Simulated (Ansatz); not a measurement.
AlCr₂C:
Space group P6₃/mmc (No. 194); a = 2.8125 Å, b = 2.8125 Å, c = 12.5946 Å, α = 90.00°, β = 90.00°, γ = 120.00°

| atom | site | symmetry | x | y | z |
|---|---|---|---|---|---|
| Al | 2d | -6m2 | 0.6667 | 0.3333 | 0.2500 |
| Cr | 4f | 3m. | 0.3333 | 0.6667 | 0.0843 |
| C | 2a | -3m. | 0.0000 | 0.0000 | 0.0000 |

Relaxed at zero pressure with PBEsol in the plane-wave PAW code Ansatz.

The volume is raised by 3 % and shape and atoms relax at that volume. What pressure results, and how do the axes share the change?

-5.6 GPa; a 1.0 %, b 1.0 %, c 0.9 %; the energy rises by 6 meV/atom.

Give the new structure.


Space group P6₃/mmc (No. 194); a = 2.8410 Å, b = 2.8410 Å, c = 12.7131 Å, α = 90.00°, β = 90.00°, γ = 120.00°

```
atom  site  symmetry       x       y       z
----  ----  --------  ------  ------  ------
Al      2d      -6m2  0.6667  0.3333  0.2500
Cr      4f       3m.  0.3333  0.6667  0.0832
C       2a      -3m.  0.0000  0.0000  0.0000
```

The phase is kept; no other phase was compared at this pressure.

Space group P6_3/mmc. The PBEsol relaxation kept the symmetry of its start; of distortions, only those at the zone centre were tested. The run is not spin-polarised.

Potentials: the later of the program's two PAW sets.
